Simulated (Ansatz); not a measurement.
W:
```yaml
crystal:
  lattice:
    - [0.00000, 3.69404, 3.69404]
    - [3.69404, 0.00000, 3.69404]
    - [3.69404, 3.69404, 0.00000]
  atoms:
    - { symbol: W, position: [0.75000, 0.75000, 0.75000] }
    - { symbol: W, position: [0.50000, 0.50000, 0.50000] }
    - { symbol: W, position: [0.12500, 0.62500, 0.12500] }
    - { symbol: W, position: [0.12500, 0.12500, 0.12500] }
    - { symbol: W, position: [0.62500, 0.12500, 0.12500] }
    - { symbol: W, position: [0.12500, 0.12500, 0.62500] }
```

Relaxed with PBE. Special points in fractions of this cell's reciprocal vectors: Γ (0.000, 0.000, 0.000); X (0.500, 0.000, 0.500); U (0.625, 0.250, 0.625); K (0.375, 0.375, 0.750); L (0.500, 0.500, 0.500); W (0.500, 0.250, 0.750).

Q: List the band energies nearest the Fermi level at these points for plane-wave PAW PBE (Ansatz code).

A: In eV from the Fermi level; about four levels below and three above (degenerate sets whole), none deeper than 8.9 eV; points with the same levels are listed once.

| k | below | above |
|---|---|---|
| Γ | -1.13 -1.13 -1.13 -0.06 -0.06 -0.06 | 0.57 0.57 2.11 |
| X | -1.80 -1.80 -0.67 -0.67 | 0.42 0.42 1.80 1.80 |
| U | -1.80 -1.65 -0.99 -0.09 | 0.10 0.48 0.99 |
| L | -1.65 -1.65 -1.37 -0.10 -0.10 | 0.52 0.68 0.68 |
| W | -1.71 -1.71 -0.90 -0.90 | 0.60 0.60 1.43 1.43 |

Space group Fd-3m. The start of the workflow was typed in or built on a structure type; neither database checked (COD, Materials Project) lists it. It is not the phase usual at ambient conditions (space group No. 229). The PBE relaxation kept the symmetry of its start; whether a distortion lowers the energy is not shown. The run is not spin-polarised. Spin–orbit coupling is left out wherever it is not named.

Potentials: the later of the program's two PAW sets.
